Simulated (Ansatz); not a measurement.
The elements of this relaxed trial crystal are hidden behind letters.

```
lattice vectors (Å)
   5.7053    0.0000    0.0000
   0.0000    5.7053    0.0000
   0.0000    0.0000   10.0763
fractional positions
X 0.0000 0.5000 0.7001
X 0.5000 0.0000 0.7001
X 0.0000 0.5000 0.2999
X 0.5000 0.0000 0.2999
X 0.0000 0.0000 0.0000
Z 0.5000 0.5000 0.0000
```

Theory: DFT PBE, scalar-relativistic, plane waves, PAW in Ansatz 0.2.0. Plane waves to 420 eV, an 8×8×4 mesh through Γ for the 6-atom cell and 0.10 eV Gaussian smearing; no spin polarisation.

```
Space group                              : P4/mmm (No. 123)
Conventional cell                        : a = 5.705 Å, c = 10.076 Å
Volume per atom                          : 54.66 Å³
Density                                  : 3.09 g/cm³
Energy over the elements                 : +0.16 eV/atom
Gap on the 8×8×4 mesh of the 6-atom cell : 0 eV (a metal)
```

Energies are uncorrected and count from the elements' standard states at the same level.

Problem. X is an s-block element of period 5 and Z is a lanthanide. Which elements are they?

Solution. X = Sr, Z = Yb, so the formula is Sr5Yb. Density times volume gives a mean mass of 3.09 × 54.66/1.6605 = 101.7 u per atom, and this set has 101.9 u. Among the elements that the hints allow, noble gases aside, only these give it. Around Sr on a site of symmetry 2mm lie 7 Sr at 4.03–4.16 Å and 2 Yb at 4.16 Å; Sr on a site of symmetry 4/mmm has 4 Yb at 4.03 Å and 8 Sr at 4.16 Å; Yb is surrounded by 12 Sr at 4.03–4.16 Å.

The 4f shell of Yb is treated without a Hubbard U. Trial moments died out on the coarse mesh, so the last step has no spin; another magnetic start might hold. Symmetry constrained the relaxation, so the result can be a saddle point.
